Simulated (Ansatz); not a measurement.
Level of theory: DFT PBE, scalar-relativistic, plane waves, PAW in Ansatz. All cells share a 420 eV cutoff and Γ-centred k meshes spaced at most about 0.3 Å⁻¹ (about 0.25 or finer for metals, 2π included). No spin polarisation in the final relaxations.

Temperature and zero-point effects are left out. All come from trial cells, and lower structures may exist.

Question: These unrelaxed guesses for GaBiSe₄ are each relaxed within their symmetry. Order them by the energy at which they end, lowest first.
A.

```xyz
6
Lattice="4.2153 0.0000 0.0000 -2.1076 3.6505 0.0000 0.0000 0.0000 8.7627" Properties=species:S:1:pos:R:3 pbc="T T T"
Ga    0.0000    0.0000    4.3814
Bi    0.0000    0.0000    0.0000
Se    0.0000    2.4337    6.5131
Se    0.0000    2.4337    2.2497
Se    2.1076    1.2168    6.5131
Se    2.1076    1.2168    2.2497
```

B.

```xyz
6
Lattice="3.0440 -3.6453 0.0000 3.0440 3.6453 0.0000 0.0000 0.0000 6.0983" Properties=species:S:1:pos:R:3 pbc="T T T"
Ga    3.0440    0.0000    3.0491
Bi    0.0000    0.0000    0.0000
Se    3.0440   -0.7639    0.0000
Se    3.0440    2.8807    3.0491
Se    3.0440   -2.8807    3.0491
Se    3.0440    0.7639    0.0000
```

C.

```xyz
6
Lattice="4.8188 0.0000 0.0000 0.0000 4.8188 0.0000 0.0000 0.0000 7.5403" Properties=species:S:1:pos:R:3 pbc="T T T"
Ga    0.0000    0.0000    3.7702
Bi    0.0000    0.0000    0.0000
Se    2.4094    2.4094    3.7702
Se    0.0000    0.0000    2.1128
Se    0.0000    0.0000    5.4275
Se    2.4094    2.4094    0.0000
```

D.

```xyz
6
Lattice="5.2255 0.0000 0.0000 0.0000 5.2255 0.0000 0.0000 0.0000 5.8757" Properties=species:S:1:pos:R:3 pbc="T T T"
Ga    0.0000    0.0000    0.0000
Bi    2.6128    2.6128    2.9379
Se    0.0000    2.6128    2.9379
Se    2.6128    0.0000    2.9379
Se    0.0000    0.0000    2.9379
Se    2.6128    2.6128    0.0000
```

Answer: B (ends in Cmmm, 0 meV/atom), D (ends in P4/mmm, 79 meV/atom), C (ends in P4/mmm, 132 meV/atom), A (ends in P6/mmm, 180 meV/atom). Even the lowest end lies +0.04 eV/atom against the elements.

Weakly bound directions are ill-defined at this level, which has no dispersion term (Cmmm), and this can change margins and order among such cells. Spin–orbit coupling, which can matter for Bi, is left out. Cells relaxed within their symmetry can be saddle points. Some structure types and database cells were kept out of the candidates from the start, so a known form may be missing.
